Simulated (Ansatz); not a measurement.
LaAl3N4, ordered on the wurtzite lattice with 8 atoms a cell (it has left that coordination), 8 atoms and 40 valence electrons in a cell of about 108 Å³, was run 8 times in Ansatz 0.2.0, each time on 4 threads of Arm Neoverse V2, on a shared host.

```tsv
run	k mesh	irreducible k	cutoff (eV)	plane waves	bands	SCF iterations	wall time	peak host memory (GiB)
relaxation, PBE	8×8×6	114	420	2161	28	247	5.2 min	0.67
relaxation, r2SCAN	8×8×4	78	500	2719	28	47	94 s	1
bands, PBE	8×8×6	114	420	2123	26	8	16 s	0.58
single point, r2SCAN	8×8×6	114	500	2719	26	8	26 s	0.89
single point, HSE06	4×4×4	24	420	2123	26	19	2.5 min	2.4
single point, PBE+SOC	8×8×6	114	420	2123	52	11	88 s	1.6
field response, r2SCAN	6×6×4	76	500	2719	28	15	3.3 min	2.6
single point, PBE0	4×4×4	24	420	2123	26	18	2.7 min	2.4
```

The slowest run (relaxation, PBE) took about 20 times as long as the quickest (bands, PBE).

Only the levels marked +SOC include spin-orbit coupling.
